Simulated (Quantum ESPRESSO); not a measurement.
One change at a time to Al2Ga2RuW2Zr

Calculated results; nothing here was measured. They come from Quantum ESPRESSO 7.5, a public plane-wave density functional program. Each row is one single-point run on a made-up periodic cell of eight metal atoms, with elements, volume, strain and displacements drawn at random and not relaxed, so a cell may be unstable or far from any real phase. There is no spin polarisation or spin-orbit coupling.

Settings: PBE unless stated; PseudoDojo standard norm-conserving files; Fermi-Dirac width 0.25 eV, which means electrons at about 2900 K; cutoff 1143 eV; 8 x 5 x 3 k mesh shifted half a step off Gamma. E is the free energy of the whole cell (internal energy minus TS), so a -TS column is already part of it. Stress is positive in tension, and the pressure P is minus a third of its trace.

Checks: one run of this series was repeated at a higher cutoff and on a denser mesh, which moved values by no more than 0.002 eV, 0.05 GPa and 0.006 eV/Å, and a second program with other atomic files agreed on it to 2 % rms in force and 0.5 GPa in pressure. Known limits: heavy elements are run without spin-orbit coupling, which real alloys of them have; a spin test at this wide smearing found no moment, but such smearing suppresses magnetism that the real alloy may have.

The lattice is face-centred cubic, and the cell vectors in Å are (0.000, -2.083, -2.083); (2.083, 4.166, -2.083); (8.332, -4.166, 4.166), a volume of 144.63 Å³ in run 1. The elements on sites 1 to 8 are W W Al Ru Ga Ga Al Zr. Each later run makes one change to run 1 and keeps the rest. E is counted from run 1, and is n/a where other atomic files have another zero of energy.

| run | change | V (Å³) | P (GPa) | -TS (eV) | rms force (eV/Å) | largest change of a force component (eV/Å) | E (eV) |
|---|---|---|---|---|---|---|---|
| 1 | none | 144.63 | -10.53 | -1.246 | 0.778 | 0.000 | 0.000 |
| 2 | sites 1 and 8 exchanged | 144.63 | -10.96 | -1.163 | 0.568 | 1.545 | -0.527 |
| 3 | all lengths scaled by +1.44 % | 150.97 | -14.43 | -1.315 | 0.686 | 0.278 | 0.497 |
| 4 | LDA in place of PBE | 144.63 | -17.99 | -1.264 | 0.715 | 0.251 | n/a |
| 5 | Ta on site 2 | 144.63 | -7.53 | -1.241 | 0.845 | 0.410 | n/a |
| 6 | site 7 moved by +0.22 Å along z | 144.63 | -10.15 | -1.249 | 0.801 | 0.612 | ? |

## Worked estimate

Along the move dE = -F dx. The force on site 7 along z is -0.247 eV/Å in run 1 and -0.859 eV/Å in run 6, and the move is +0.22 Å, so the mean force times the move gives an estimate.

## Withheld value

Question: what E should run 6 give?

The estimate is 0.122 eV. The calculation gave 0.120 eV.
